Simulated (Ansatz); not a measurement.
Relaxed-ion elastic tensor of Ru (hcp (Mg type), P6_3/mmc) in GPa (Voigt order), plane-wave PAW r²SCAN (Ansatz code); density 12.42 g/cm³, 13.51 Å³ per atom.

```
     1    2    3    4    5    6
-  ---  ---  ---  ---  ---  ---
1  608  199  186  0.0  0.0  0.0
2  199  608  186  0.0  0.0  0.0
3  186  186  688  0.0  0.0  0.0
4  0.0  0.0  0.0  197  0.0  0.0
5  0.0  0.0  0.0  0.0  197  0.0
6  0.0  0.0  0.0  0.0  0.0  205
```

Q: Is the crystal mechanically stable?

A: Yes: the smallest eigenvalue of C is 197 GPa.

Q: Work out the Voigt, Reuss and Hill averages.

A: K_V = 339, K_R = 338, K_H = 338; G_V = 208, G_R = 207, G_H = 208 GPa.

Q: Give Young's modulus, Poisson's ratio, Pugh's ratio and the universal anisotropy index.

A: E = 9KG/(3K + G) = 518 GPa; ν = 0.24; K/G = 1.63 (brittle by the Pugh limit of 1.75); A_U = 5G_V/G_R + K_V/K_R − 6 = 0.03.

Q: Estimate the sound speeds and the Debye temperature.

A: v_l = √((K + 4G/3)/ρ) = 7040 m/s, v_t = √(G/ρ) = 4090 m/s, mean 4540 m/s; Θ = (h/k)(3n/4πV)^(1/3) v_m = 567 K.

Q: How much does each axis shrink under pressure?

A: Linear compressibilities β_i = Σ_j S_ij (j = 1 to 3): x 1.0, y 1.0, z 0.89 per TPa.

The cell was relaxed with r²SCAN under the symmetry of its start. The run is not spin-polarised. As this level gives no gap, shear constants depend on the k-mesh and smearing (Fermi–Dirac, 0.1 eV here).

Potentials: the earlier of the program's two PAW sets.
